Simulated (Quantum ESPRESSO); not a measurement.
# Computed records: Al3SiP3C (made-up cell)

Calculation on a made-up crystal cell, not a measurement: periodic Kohn-Sham density functional theory in plane waves with PseudoDojo standard norm-conserving scalar-relativistic pseudopotentials, each functional with its own files (v0.5 for PBE, v0.4.1 for LDA and PBEsol), no spin polarisation, no spin-orbit coupling, atoms not relaxed, stress positive in tension, energies less a fixed whole-eV offset for each atom's element; levels are Kohn-Sham levels at fractions of this cell's reciprocal vectors, counted from the reference band (half the neutral cell's valence electrons, rounded up) at Gamma; error bars cover cutoff and k-mesh only, not smearing or the files; added strain carries the atoms with the cell, and shear is the tensor component; each bar is the largest change over components, and at least 0.002 eV, 0.002 eV per angstrom or 0.02 GPa; energies are for the whole cell, and the offsets were chosen from early runs and are not element reference energies. Program: Quantum ESPRESSO 7.5.

Common to all runs: lattice type zincblende/diamond; functional pbe; cutoff 1116 eV; fermi dirac smearing 0.025 eV; scf tolerance 1e-07 eV; electrons removed 0; k mesh 4 x 4 x 4, shifted by half a step.

(1) 
```xyz
8
Lattice="5.3972 0.0000 0.0000 0.0000 5.3972 0.0000 0.0000 0.0000 5.3972" Properties=species:S:1:pos:R:3 formula=Al3SiP3C
Al     0.1391     0.0208    -0.0149
Al    -0.0352     2.7256     2.6913
Si     2.7077    -0.0188     2.7368
Al     2.7201     2.7488    -0.0255
P      1.3957     1.3501     1.3061
P      1.3783     4.0565     3.9969
P      4.1323     1.4011     4.0742
C      3.9758     4.0565     1.3696
```

Atoms:
| atoms element | atom site | atom energy offset (eV) |
| --- | --- | --- |
| Al | 1 | -64 |
| Al | 2 | -64 |
| Si | 3 | -115 |
| Al | 4 | -64 |
| P | 5 | -189 |
| P | 6 | -189 |
| P | 7 | -189 |
| C | 8 | -163 |

(2) 
```xyz
8
Lattice="5.3972 0.0000 0.0000 0.0000 5.3972 0.0000 0.0000 0.0000 5.3972" Properties=species:S:1:pos:R:3 formula=Al3SiP3C
Al     0.2277     0.0208    -0.0149
Al    -0.0352     2.7256     2.6913
Si     2.7077    -0.0188     2.7368
Al     2.7201     2.7488    -0.0255
P      1.3957     1.3501     1.3061
P      1.3783     4.0565     3.9969
P      4.1323     1.4011     4.0742
C      3.9758     4.0565     1.3696
```

Atoms:
| atoms element | atom site | atom energy offset (eV) |
| --- | --- | --- |
| Al | 1 | -64 |
| Al | 2 | -64 |
| Si | 3 | -115 |
| Al | 4 | -64 |
| P | 5 | -189 |
| P | 6 | -189 |
| P | 7 | -189 |
| C | 8 | -163 |

To be estimated
1. What stress yz does the calculation give for Al3SiP3C (made-up cell) (entry 1)?
2. Estimate the stress xz of Al3SiP3C (made-up cell) (entry 1).
3. Give the missing stress zz for Al3SiP3C (made-up cell) (entry 1).
4. What stress zz does the calculation give for Al3SiP3C (made-up cell) (entry 2)?
5. Give the missing stress xx for Al3SiP3C (made-up cell) (entry 2).
6. Give the missing stress yy for Al3SiP3C (made-up cell) (entry 2).
7. Give the table of forces values for Al3SiP3C (made-up cell) (entry 2).

## Answers
1. 0.8508 GPa
2. 0.5793 GPa
3. 4.897 GPa
4. 4.123 GPa
5. 4.882 GPa
6. 3.813 GPa
7. 
Forces:
| site | x (eV/Å) | y (eV/Å) | z (eV/Å) |
| --- | --- | --- | --- |
| 1 | -3.497 | -1.497 | 1.094 |
| 2 | -1.5 | 1.644 | -2.51 |
| 3 | 2.466 | -1.043 | -2.405 |
| 4 | 1.989 | 1.508 | 2.042 |
| 5 | 0.7607 | 0.5822 | 1.741 |
| 6 | 0.3653 | -0.06242 | -0.4442 |
| 7 | -0.7503 | -1.249 | 0.06595 |
| 8 | 0.1668 | 0.1172 | 0.4159 |

Further results for Al3SiP3C (made-up cell) (entry 1):

* free energy less offsets: 3.234 eV
* smearing term minus ts: -3.96e-06 eV
* scf iterations: 12
* pressure: -4.781 GPa
* stress xx: 4.942 GPa
* stress yy: 4.503 GPa
* stress xy: -1.166 GPa
* reference band: 16
* error bar energy: 0.006525 eV
* error bar stress: 0.02 GPa
* error bar force: 0.00252 eV/Å
* error bar next band up: 0.002414 eV
* error bars from: tighter rerun of this cell

Forces:
| site | x (eV/Å) | y (eV/Å) | z (eV/Å) |
| --- | --- | --- | --- |
| 1 | -2.634 | -1.668 | 1.42 |
| 2 | -1.339 | 1.649 | -2.523 |
| 3 | 2.314 | -1.046 | -2.418 |
| 4 | 1.873 | 1.513 | 2.052 |
| 5 | 0.4616 | 0.2462 | 1.412 |
| 6 | 0.1319 | 0.185 | -0.177 |
| 7 | -0.972 | -1.069 | -0.1142 |
| 8 | 0.1653 | 0.1886 | 0.3489 |

Levels:
| level k point | next band up (eV) |
| --- | --- |
| Gamma | 0.1041 |
| (1/2,1/2,1/2) | 0.3273 |
| (0.15,0,0) | 0.4311 |
| (0,0.15,0) | 0.4003 |
| (0,0,0.15) | 0.4042 |

Further results for Al3SiP3C (made-up cell) (entry 2):

* free energy less offsets: 3.506 eV
* smearing term minus ts: -6.111e-05 eV
* scf iterations: 12
* pressure: -4.273 GPa
* stress yz: 0.1039 GPa
* stress xz: 0.7922 GPa
* stress xy: -1.514 GPa
* reference band: 16
* error bar energy: 0.006525 eV
* error bar stress: 0.02 GPa
* error bar force: 0.00252 eV/Å
* error bar next band up: 0.002414 eV
* error bars from: tighter rerun of a related cell

Levels:
| level k point | next band up (eV) |
| --- | --- |
| Gamma | 0.07808 |
| (1/2,1/2,1/2) | 0.3044 |
| (0.15,0,0) | 0.3608 |
| (0,0.15,0) | 0.3103 |
| (0,0,0.15) | 0.2957 |
